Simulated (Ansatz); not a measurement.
Ta$_{4}$GaSe$_{8}$ (space group F-43m)

```yaml
crystal:
  lattice:
    - [0.00000, 5.16871, 5.16871]
    - [5.16871, 0.00000, 5.16871]
    - [5.16871, 5.16871, 0.00000]
  atoms:
    - { symbol: Ta, position: [0.69241, 0.10253, 0.10253] }
    - { symbol: Ta, position: [0.10253, 0.10253, 0.10253] }
    - { symbol: Ta, position: [0.10253, 0.10253, 0.69241] }
    - { symbol: Ta, position: [0.10253, 0.69241, 0.10253] }
    - { symbol: Ga, position: [0.50000, 0.50000, 0.50000] }
    - { symbol: Se, position: [0.41004, 0.86332, 0.86332] }
    - { symbol: Se, position: [0.86332, 0.86332, 0.86332] }
    - { symbol: Se, position: [0.86332, 0.86332, 0.41004] }
    - { symbol: Se, position: [0.86332, 0.41004, 0.86332] }
    - { symbol: Se, position: [0.90772, 0.36409, 0.36409] }
    - { symbol: Se, position: [0.36409, 0.36409, 0.36409] }
    - { symbol: Se, position: [0.36409, 0.36409, 0.90772] }
    - { symbol: Se, position: [0.36409, 0.90772, 0.36409] }
```

The slice is a {111} plane (indices of the conventional cell) through the point (0.364, 0.364, 0.364) (fractional), spanned by u = [100] and v = [-1 2 0] in vectors of this cell: u (7.31 Å) and v (12.66 Å, at 90° to u). It covers one period; positions are fractions (u, v).

These are PBEsol (plane waves to 420 eV, PAW, scalar-relativistic; Ansatz, an electronic-structure program) values and carry that method's errors. k mesh 7×7×7. These are valence fields of a PAW run, semicore shells included where kept as valence: close to a nucleus they are smooth pseudo fields. Spin-orbit coupling is left out, though Ta is heavy. Ta4GaSe8 is run without spin polarisation. Ta4GaSe8 was relaxed with its symmetry unable to fall.

Task: Sketch the electrostatic potential energy of an electron, from the cell's mean on this plane as a map.

Result: 
```
|xxxx##@@@@..xxxx  ##**xx|
|==**@@@@@@%%++++######**|
|####**==++######==    ##|
|##**xxxxxx--##**xxxxxx..|
|%%##xxxxxx  %%##xxxxxx  |
|@@@@  xxxx**@@@@--xx  ##|
|@@@@%%++**@@@@@@++  ::##|
|++**##**####++**  xxxx==|
|xxxx  ##**xxxxxx..xx    |
|xxxxxx##--xxxxxx--****xx|
|xxxx  ##**xxxxxx##@@@@..|
|++++######**==**@@@@@@%%|
|####==    ######**==++##|
|##**xxxxxx..##**xxxxxx--|
|%%##xxxxxx  %%##xxxxxx  |
|@@@@--xx  ##@@@@  xxxx**|
|@@@@++  ::##@@@@%%++**@@|
|++**  xxxx==++**##**####|
|xxxx..xx    xxxx  ##**xx|
|xxxx--****xxxxxxxx##--xx|
```
Scale: ten equal steps from 0.00 (start of ' ') to 8.22 (end of '@'), in the order ' .:-=+*#%@'. Values: electrostatic potential energy of an electron, from the cell's mean, in eV. The map has 12 points along u (two characters each, u = 0 at the left) and 20 along v (v = 0 in the bottom row). Points within 1 Å of a nucleus are blanked (x), as the pseudised field means little there. Values under 0 eV are set to 0. The zero, the cell's mean, hangs on the PAW cores.
